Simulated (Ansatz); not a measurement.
Starting cell, CuI (zinc blende):

```
CuI
1.0
    0.00000     3.01151     3.01151
    3.01151     0.00000     3.01151
    3.01151     3.01151     0.00000
I Cu
1 1
Direct
  0.75000   0.75000   0.75000
  0.00000   0.00000   0.00000
```

In each cell atom 1 (I, nearest neighbour Cu at 2.608 Å; its periodic images, 4.3 Å or more away, move with it) moves by s·(0.707, 0.707, 0.000) (along Cartesian [110]), the rest being held.

Method: r2SCAN (plane waves to 500 eV, PAW, scalar-relativistic; Ansatz, an electronic-structure program). k mesh 8×8×8 (Γ-centred), Fermi-Dirac smearing 0.05 eV. E stands for the smeared free energy. Left out: 2 of 11 points, with atoms too close for the PAW data. CuI is run without spin polarisation. CuI was relaxed with its symmetry unable to fall. Spin-orbit coupling is left out, though I is heavy. ΔE is measured from the undisplaced structure.

The scan covers s from -0.624 to 0.624 Å in 9 points.

### Question
Is this a single well or a double well?

### Answer
A single well with its minimum at or next to zero displacement.

### Question
Is the energy the same for equal positive and negative displacements?

### Answer
Even: the same for both signs. With its periodic images moving along, the atom's site symmetry in this cell is -43m.

### Question
What is the energy change at s = 0.624 Å?

### Answer
815 meV/cell.

### Question
What force acts on the atom along the line at s = -0.624 Å?

### Answer
3.54 eV/Å.

### Question
What is the force constant k = d²E/ds² of this move at s = 0?

### Answer
2.63 eV/Å².

(For displaced atoms, the force is minus the slope of the energy, and its curvature is a force constant, which sets phonon frequencies.)
